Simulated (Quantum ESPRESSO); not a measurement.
## One change at a time to Al2Au3Hf2W

These are calculations, not measurements. They come from Quantum ESPRESSO 7.5, a public plane-wave density functional program. Each row is one single-point run on a made-up periodic cell of eight metal atoms, with elements, volume, strain and displacements drawn at random and not relaxed, so a cell may be unstable or far from any real phase. There is no spin polarisation or spin-orbit coupling.

Settings: PBE unless stated; PseudoDojo standard norm-conserving files; Fermi-Dirac width 0.25 eV, which means electrons at about 2900 K; cutoff 1088 eV; 5 x 5 x 4 k mesh shifted half a step off Gamma. E is the free energy of the whole cell (internal energy minus TS), so a -TS column is already part of it. Stress is positive in tension, and the pressure P is minus a third of its trace.

Checks: one run of this series was repeated at a higher cutoff and on a denser mesh, which moved values by no more than 0.005 eV, 0.04 GPa and 0.004 eV/Å, and a second program with other atomic files agreed on it to 2 % rms in force and 0.5 GPa in pressure. Known limits: heavy elements are run without spin-orbit coupling, which real alloys of them have; a spin test at this wide smearing found no moment, but such smearing suppresses magnetism that the real alloy may have.

The lattice is hexagonal close-packed, and the cell vectors in Å are (4.500, -2.528, 0.023); (-3.040, -0.027, -4.774); (3.104, 5.237, -0.011), a volume of 149.70 Å³ in run 1. The elements on sites 1 to 8 are Au Hf Au Au W Hf Al Al. Each later run makes one change to run 1 and keeps the rest. E is counted from run 1, and is n/a where other atomic files have another zero of energy.

```
run                           change  V (Å³)  P (GPa)  -TS (eV)  rms force (eV/Å)  largest change of a force component (eV/Å)  E (eV)
  1                             none  149.70    -2.07    -1.314             0.549                                       0.000   0.000
  2          sites 6 and 7 exchanged  149.70    -2.30    -1.266             0.597                                       1.026  -0.039
  3    all lengths scaled by +1.85 %  158.16    -8.07    -1.383             0.446                                       0.289       ?
  4              LDA in place of PBE  149.70   -11.47    -1.322             0.453                                       0.314     n/a
  5                     Mo on site 8  149.70    -3.74    -1.491             0.594                                       0.493     n/a
  6  site 1 moved by -0.18 Å along x  149.70    -1.59    -1.320             0.651                                       0.998   0.097
```

## Worked estimate

Along a uniform scaling dE = -P dV. The mean of the two pressures is -5.070 GPa and the volume changes by 8.46 Å³, with 160.2 GPa to one eV/Å³. The same two rows give -V dP/dV = 109 GPa for this cell with clamped atoms, which is not the bulk modulus of a real alloy.

## Withheld value

Question: what E should run 3 give?

The estimate is 0.268 eV. The calculation gave 0.276 eV. The mean of two end points misses the curvature of P, and the finite cutoff adds a little.
